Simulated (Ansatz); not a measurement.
**Density of states of ScHg**

```cif
data_structure
_symmetry_space_group_name_H-M 'Pm-3m'
_symmetry_Int_Tables_number 221
_cell_length_a 3.4800
_cell_length_b 3.4800
_cell_length_c 3.4800
_cell_angle_alpha 90.000
_cell_angle_beta 90.000
_cell_angle_gamma 90.000
_cell_volume 42.14
loop_
_atom_site_label
_atom_site_type_symbol
_atom_site_symmetry_multiplicity
_atom_site_Wyckoff_symbol
_atom_site_fract_x
_atom_site_fract_y
_atom_site_fract_z
_atom_site_occupancy
Sc1 Sc 1 b 0.50000 0.50000 0.50000 1
Hg1 Hg 1 a 0.00000 0.00000 0.00000 1
```

The runs use the primitive cell with vectors (3.480, 0.000, 0.000), (0.000, 3.480, 0.000), (0.000, 0.000, 3.480) Å, to which the k mesh refers.

The cell is COD entry 1522352, as deposited and not checked against the literature; nothing was relaxed.

Spin polarisation is left out, and whether a magnetic state lies lower isn't shown here.

No spin–orbit coupling, which matters for the heavy atoms here.

Level of theory: Ansatz 0.2.0, DFT, PBEsol, all-electron LAPW, scalar-relativistic.

Settings: a Γ-centred 12×12×12 k mesh, Fermi–Dirac smearing of 0.08 eV, basis error target 0.5 meV/atom, no spin polarisation.

States per eV and cell, averaged over 0.6 eV, from -8.8 to 0.6 eV, with energies (bin centres) from the Fermi level; empty bins are left out. The partial columns, the largest 4 alone, are projections on Löwdin-orthogonalised atomic shells (those that the program's projection atoms carry: the occupied ones and, for some elements, an empty d or f shell; other empty shells have no column), summed over atoms of an element. Weights on diffuse s and p shells depend on that basis and aren't pure angular character.

| E (eV) | total | Hg 5d | Sc 3d | Hg 6s | Sc 4s |
| --- | --- | --- | --- | --- | --- |
| -8.6 | 0.04 | 0.00 | 0.00 | 0.02 | 0.02 |
| -8.0 | 4.18 | 3.63 | 0.10 | 0.23 | 0.19 |
| -7.4 | 11.14 | 10.56 | 0.21 | 0.21 | 0.12 |
| -6.8 | 1.96 | 1.71 | 0.02 | 0.14 | 0.08 |
| -6.2 | 0.41 | 0.09 | 0.02 | 0.19 | 0.10 |
| -5.6 | 0.57 | 0.09 | 0.05 | 0.31 | 0.10 |
| -5.0 | 0.81 | 0.12 | 0.12 | 0.49 | 0.07 |
| -4.4 | 0.58 | 0.06 | 0.16 | 0.33 | 0.02 |
| -3.8 | 0.24 | 0.01 | 0.09 | 0.11 | 0.02 |
| -3.2 | 0.22 | 0.01 | 0.07 | 0.04 | 0.09 |
| -2.6 | 0.34 | 0.01 | 0.10 | 0.03 | 0.16 |
| -2.0 | 0.59 | 0.02 | 0.21 | 0.04 | 0.24 |
| -1.4 | 1.56 | 0.04 | 0.82 | 0.04 | 0.32 |
| -0.8 | 1.17 | 0.03 | 0.67 | 0.04 | 0.10 |
| -0.2 | 1.55 | 0.04 | 1.12 | 0.03 | 0.04 |
| 0.4 | 1.77 | 0.04 | 1.59 | 0.02 | 0.01 |

**Question.** Which of the resolved shells contributes most within 0.3 eV of the Fermi level?

**Answer.** Sc 3d, with 84 % of all states there; Hg 5d follows with 2 %.

**Question.** Where is the centre of the filled Hg 5d states between -14 eV and the top of the filled states?

**Answer.** -7.36 eV from the Fermi level.
